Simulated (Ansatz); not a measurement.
Relaxed-ion elastic tensor of AlAs (wurtzite, P6_3mc) in GPa (Voigt order), LDA (plane waves, PAW; program Ansatz); density 3.80 g/cm³, 22.29 Å³ per atom.

|  | 1 | 2 | 3 | 4 | 5 | 6 |
|---|---|---|---|---|---|---|
| 1 | 134 | 52.8 | 37.8 | 0.0 | 0.0 | 0.0 |
| 2 | 52.8 | 134 | 37.8 | 0.0 | 0.0 | 0.0 |
| 3 | 37.8 | 37.8 | 154 | 0.0 | 0.0 | 0.0 |
| 4 | 0.0 | 0.0 | 0.0 | 32.2 | 0.0 | 0.0 |
| 5 | 0.0 | 0.0 | 0.0 | 0.0 | 32.2 | 0.0 |
| 6 | 0.0 | 0.0 | 0.0 | 0.0 | 0.0 | 40.8 |

**Question.** Is the crystal mechanically stable?

**Answer.** Yes: the smallest eigenvalue of C is 32.2 GPa.

**Question.** Work out the Voigt, Reuss and Hill averages.

**Answer.** K_V = 75.5, K_R = 75.5, K_H = 75.5; G_V = 40.7, G_R = 38.9, G_H = 39.8 GPa.

**Question.** Give Young's modulus, Poisson's ratio, Pugh's ratio and the universal anisotropy index.

**Answer.** E = 9KG/(3K + G) = 102 GPa; ν = 0.28; K/G = 1.90 (ductile by the Pugh limit of 1.75); A_U = 5G_V/G_R + K_V/K_R − 6 = 0.23.

**Question.** Estimate the sound speeds and the Debye temperature.

**Answer.** v_l = √((K + 4G/3)/ρ) = 5820 m/s, v_t = √(G/ρ) = 3240 m/s, mean 3610 m/s; Θ = (h/k)(3n/4πV)^(1/3) v_m = 381 K.

**Question.** How much does each axis shrink under pressure?

**Answer.** Linear compressibilities β_i = Σ_j S_ij (j = 1 to 3): x 4.5, y 4.5, z 4.3 per TPa.

The first step of the workflow began from a Materials Project structure, measured or hypothetical; the Crystallography Open Database copy checked does not list it. It is not the phase usual at ambient conditions (space group No. 216). Symmetry was held in the LDA relaxation; of distortions, only those at the zone centre were tested.

Potentials: the later of the program's two PAW sets.
